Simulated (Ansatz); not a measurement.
According to LDA (plane waves, PAW; program Ansatz), NbP in the tetragonal phase (I4_1md; Nb on 4a, P on 4a) relaxes to a = 3.304 Å, c = 11.229 Å. P has 6 nearest neighbours from 2.51 Å (trigonal prismatic). Its formation energy from the elements is -108 kJ/mol-atom, with no fitted shifts.

Electronic character: no gap, with almost no states at the Fermi level (zero-gap or semimetallic).

An equation-of-state fit gives a bulk modulus of 2080 kbar. The highest mode at Γ lies at 395 cm⁻¹.

The LDA relaxation kept the symmetry of its start; of distortions, only those at the zone centre were tested. The run is not spin-polarised. A small band overlap can be real or an error of a semilocal functional. As this level gives no gap, phonon frequencies hold no LO–TO term and depend on the k-mesh and smearing (Fermi–Dirac, 0.1 eV here). The references are the lowest solids computed at this level, not always the standard phases. Scalar-relativistic: spin–orbit coupling is off unless named, which matters more the heavier the elements.

Potentials: the earlier of the program's two PAW sets.
